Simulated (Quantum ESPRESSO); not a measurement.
Band energies of CaHI monolayer

```
CELL_PARAMETERS angstrom
      3.96252     0.00000     0.00000
      0.00000     3.96252     0.00000
      0.00000     0.00000    20.20000
ATOMIC_POSITIONS crystal
  H  0.00000 0.50000 0.00000
  H  0.50000 0.00000 0.00000
  Ca 0.00000 0.00000 0.05886
  Ca 0.50000 0.50000 0.94114
  I  0.50000 0.50000 0.13604
  I  0.00000 0.00000 0.86396
```

PBEsol (pw.x of Quantum ESPRESSO, ONCV potentials, scalar-relativistic); path MΓXM; energies in eV from the valence-band maximum.

```
k (1/Å)  point  band 14  band 15  band 16  band 17  band 18  band 19  band 20  band 21
-------  -----  -------  -------  -------  -------  -------  -------  -------  -------
0.00         M    -2.18    -1.22    -1.22    -1.01    -1.01     3.91     3.91     5.36
0.19              -2.09    -1.53    -1.15    -1.01    -0.72     4.06     4.13     5.01
0.37              -1.82    -1.63    -1.06    -0.97    -0.41     4.31     4.37     4.82
0.56              -1.41    -1.38    -1.23    -0.70    -0.17     4.27     4.60     4.79
0.75              -0.97    -0.97    -0.89    -0.39    -0.03     4.28     4.67     4.76
0.93              -0.53    -0.40    -0.39    -0.18    -0.01     4.07     4.37     4.76
1.12         Γ    -0.19    -0.17    -0.17    -0.14    -0.14     3.79     4.44     4.95
1.32              -0.73    -0.36    -0.15    -0.12    -0.07     4.04     4.33     4.76
1.52              -1.44    -0.59    -0.10    -0.10    -0.06     4.17     4.32     4.63
1.72              -1.38    -0.69    -0.23    -0.04    -0.01     4.21     4.43     4.68
1.91         X    -1.71    -0.47    -0.47     0.00     0.00     4.33     4.33     5.00
2.07              -1.69    -0.52    -0.52    -0.26    -0.26     4.39     4.39     4.93
2.23              -1.65    -0.96    -0.96    -0.52    -0.52     4.48     4.48     4.85
2.39              -1.67    -1.47    -1.47    -0.67    -0.67     4.34     4.34     4.99
2.55              -2.05    -1.36    -1.36    -0.86    -0.86     4.05     4.05     5.23
2.71         M    -2.18    -1.22    -1.22    -1.01    -1.01     3.91     3.91     5.36
```

The PBEsol gap is indirect, 3.79 eV, from X to Γ; the smallest direct gap is 3.94 eV. Another valence extremum on the path lies within 0.02 eV, too close to call. The valence-band maximum lies 6.47 eV below the vacuum level.

Spin-orbit coupling is left out, which matters for elements this heavy: edges can move by tenths of an eV.

Geometry relaxed with PBEsol.

This is a model layer cut from the bulk structure; whether it is stable on its own was not checked.
